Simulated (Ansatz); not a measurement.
## Profile along the C–C line in C (graphite type, space group P6_3/mmc)

C (graphite type, space group P6_3/mmc)

```xyz
4
Lattice="2.4552 0.0000 0.0000 -1.2276 2.1263 0.0000 0.0000 0.0000 6.6705" Properties=species:S:1:pos:R:3 pbc="T T T"
C      0.0000     0.0000     1.6676
C      0.0000     0.0000     5.0029
C      0.0000     1.4175     1.6676
C      1.2276     0.7088     5.0029
```

Fields along a shortest C–C line of a (0001) plane (1.42 Å), from C to C, interpolated on the slice's grid (step about 0.1 Å). Method: r2SCAN+rVV10 (plane waves to 500 eV, PAW, scalar-relativistic; Ansatz, a first-principles code). k mesh 15×15×5. Near the nuclei the fields are pseudised (PAW); where an atom keeps semicore shells as valence, they peak there. C was relaxed with its symmetry unable to fall. The PAW data are Ansatz's earlier set.

| distance from C (Å) | valence electron density (e/Å³) | electron localisation function |
|---|---|---|
| 0.00 | 1.43 | x |
| 0.07 | 1.48 | x |
| 0.14 | 1.61 | x |
| 0.21 | 1.78 | x |
| 0.28 | 1.96 | x |
| 0.35 | 2.08 | 0.56 |
| 0.43 | 2.14 | 0.76 |
| 0.50 | 2.14 | 0.87 |
| 0.57 | 2.13 | 0.92 |
| 0.64 | 2.09 | 0.94 |
| 0.71 | 2.08 | 0.94 |
| 0.78 | 2.09 | 0.94 |
| 0.85 | 2.12 | 0.92 |
| 0.92 | 2.15 | 0.87 |
| 0.99 | 2.14 | 0.75 |
| 1.06 | 2.08 | 0.56 |
| 1.14 | 1.95 | x |
| 1.21 | 1.78 | x |
| 1.28 | 1.61 | x |
| 1.35 | 1.48 | x |
| 1.42 | 1.45 | x |

x: too close to a nucleus for the ELF to mean much.

Density on the C–C line (1.42 Å) at its midpoint: 2.08 e/Å³. ELF at that point: 0.9. ELF maximum in the middle third of the C–C line: 0.94, 0.7 Å from C.
